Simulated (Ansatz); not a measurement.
Pd, DFT, LDA, all-electron PAW with datasets made for the crystal, scalar-relativistic (Ansatz 0.2.0), run on 1 thread of Arm Neoverse V1 on a shared host.

The cell comes from COD entry 9008478, which wasn't checked; take it as a given geometry. The listed cell was then made from it by scaling, straining or moving an atom.

Command: `ansatz run input.yaml --threads 1 --pin off --max-ram 3072MiB --backend cpu --events-out ev --progress --plain --runs-dir out`

```yaml
crystal:
  lattice:
    - [0.0, 1.9704937245, 1.9704937245]
    - [1.9704937245, 0.0, 1.9704937245]
    - [1.9704937245, 1.9704937245, 0.0]
  atoms:
    - { symbol: Pd, position: [0.0, 0.0, 0.0] }
kpoints:
  mp_grid: { grid: [18, 18, 18] }
scf:
  occupations: { method: fermi_dirac, width: 0.05 }
hamiltonian:
  xc: lda
  pseudopotentials: { kind: all_electron, datasets: crystal }
output:
  forces: true
  stress: true
  eigenvalues: true
  efg: { contact_densities: true }
```

Problem. How large is the problem that the program sets up?

Solution. 195 irreducible k-points, 137 plane waves at Γ, 9 bands.

Problem. Estimate the wall time and the peak memory.

Solution. 7.5 s of wall time for 7 SCF iterations, with a peak of 0.4 GiB. Times on shared machines scatter by tens of per cent.

Problem. And the same cell and mesh by LAPW (all electrons), asked for forces, stress, eigenvalues, on the same hardware?

Solution. 19 s, peak memory 0.42 GiB.

Problem. And the same cell and mesh by PAW with the default files, asked for forces, stress, eigenvalues, efg, write_density, write_potential, elf, on the same hardware?

Solution. 3.6 s, peak memory 0.34 GiB.
